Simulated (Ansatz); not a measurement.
**Band table of Re (hcp type)**

```
CELL_PARAMETERS angstrom
2.02128 0.00000 0.00000
-1.01064 1.75048 0.00000
0.00000 0.00000 3.29088
ATOMIC_POSITIONS crystal
Re 0.33333 0.66667 0.25000
Re 0.66667 0.33333 0.75000
```

The base cell comes from a relaxation on PAW files under the same functional.

Computed with Ansatz 0.2.0; functional PBEsol, scalar-relativistic. Settings: a Γ-centred 18×18×10 k mesh, Fermi–Dirac smearing of 0.05 eV, no spin polarisation. Methods: LAPW: all electrons, basis error target 1 meV/atom.

This run: volume at 0.4 of the series' base cell.

Spin–orbit coupling is left out, which matters for the heavy atoms. The structure type is held throughout; the real material can change phase at far lower pressure.

Path points, in fractions of the reciprocal vectors: Γ (0.000, 0.000, 0.000), M (0.500, 0.000, 0.000), K (0.333, 0.333, 0.000), A (0.000, 0.000, 0.500), L (0.500, 0.000, 0.500), H (0.333, 0.333, 0.500). Levels in eV from the Fermi level; bands 41 to 53, counted from the lowest band of the run. The gap is zero, the pressure 2343 GPa.

```
# k(1/Å) point b41 b42 b43 b44 b45 b46 b47 b48 b49 b50 b51 b52 b53
0.000 Γ -17.26 -12.53 -8.91 -8.81 -8.81 -5.76 -5.76 -2.79 -2.79 6.15 6.15 8.31 10.07
0.449 - -15.45 -11.02 -10.70 -7.15 -6.96 -6.08 -5.72 -4.53 -3.67 1.29 8.15 14.12 15.17
0.897 - -17.34 -11.73 -11.63 -7.27 -6.72 -5.80 -1.79 -1.53 1.42 1.82 11.07 16.19 22.91
1.346 - -19.98 -15.45 -13.75 -9.22 -3.67 -2.89 -0.12 5.57 9.05 11.31 12.22 12.50 20.51
1.795 M -20.96 -16.74 -14.54 -9.90 -3.27 -1.92 1.80 10.62 11.17 12.79 13.44 20.20 21.53
2.054 - -19.60 -17.34 -13.33 -9.53 -3.35 -1.84 1.03 10.31 11.35 11.66 11.83 20.22 22.32
2.313 - -18.60 -16.09 -10.38 -8.64 -3.72 -1.58 -1.13 8.09 9.01 9.53 15.14 18.78 19.46
2.572 - -19.71 -11.55 -7.64 -7.44 -4.60 -4.06 -0.75 5.84 7.78 7.93 16.43 16.62 17.93
2.831 K -20.14 -7.41 -7.41 -6.84 -5.99 -5.99 0.24 6.13 6.13 7.43 15.29 15.29 17.33
3.349 - -18.28 -11.81 -10.41 -8.76 -4.20 -2.68 -2.58 1.63 8.49 9.08 17.50 19.52 21.00
3.867 - -13.55 -13.14 -12.60 -9.06 -6.90 -6.17 -2.73 0.00 3.07 7.92 9.11 18.91 21.35
4.385 - -14.73 -11.87 -10.14 -7.04 -6.24 -6.15 -6.02 -5.78 -2.55 1.48 7.87 15.35 17.04
4.903 Γ -17.26 -12.53 -8.91 -8.81 -8.81 -5.76 -5.76 -2.79 -2.79 6.15 6.15 8.31 10.07
5.142 - -17.04 -11.95 -9.08 -9.08 -8.94 -6.20 -6.20 -1.92 -1.92 6.64 6.64 7.11 9.11
5.381 - -16.40 -11.69 -9.48 -9.48 -7.78 -7.21 -7.21 0.21 0.21 4.65 7.52 7.52 8.56
5.619 - -15.40 -12.74 -9.54 -9.54 -8.29 -8.29 -4.86 1.75 2.94 2.94 7.43 7.43 9.21
5.858 A -14.11 -14.11 -9.13 -9.13 -9.13 -9.13 -1.48 -1.48 5.65 5.65 5.65 5.65 11.01
6.307 - -12.93 -12.93 -10.40 -10.40 -7.36 -7.36 -2.62 -2.62 4.89 4.89 6.76 6.76 14.71
6.755 - -15.79 -15.79 -10.47 -10.47 -3.40 -3.40 -1.28 -1.28 4.37 4.37 9.09 9.09 20.70
7.204 - -17.90 -17.90 -14.19 -14.19 -1.61 -1.61 4.25 4.25 8.23 8.23 11.48 11.48 23.22
7.653 L -18.39 -18.39 -16.03 -16.03 -1.62 -1.62 5.40 5.40 12.41 12.41 16.72 16.72 21.57
7.912 - -17.67 -17.67 -15.28 -15.28 -3.39 -3.39 6.49 6.49 9.77 9.77 18.86 18.86 22.62
8.171 - -16.56 -16.56 -12.69 -12.69 -6.16 -6.16 4.33 4.33 8.97 8.97 20.69 20.69 26.58
8.430 - -15.61 -15.61 -10.81 -10.81 -6.24 -6.24 0.54 0.54 8.07 8.07 23.85 23.85 28.54
8.689 H -15.12 -15.12 -11.30 -11.30 -3.04 -3.04 -2.50 -2.50 7.09 7.09 26.45 26.45 27.82
9.207 - -15.68 -15.68 -9.80 -9.80 -5.89 -5.89 -3.26 -3.26 11.57 11.57 21.29 21.29 26.19
9.725 - -14.77 -14.77 -9.06 -9.06 -6.96 -6.96 -2.91 -2.91 7.92 7.92 12.18 12.18 21.23
10.243 - -12.46 -12.46 -11.04 -11.04 -6.68 -6.68 -2.99 -2.99 4.59 4.59 7.47 7.47 15.64
10.761 A -14.11 -14.11 -9.13 -9.13 -9.13 -9.13 -1.48 -1.48 5.65 5.65 5.65 5.65 11.01
```
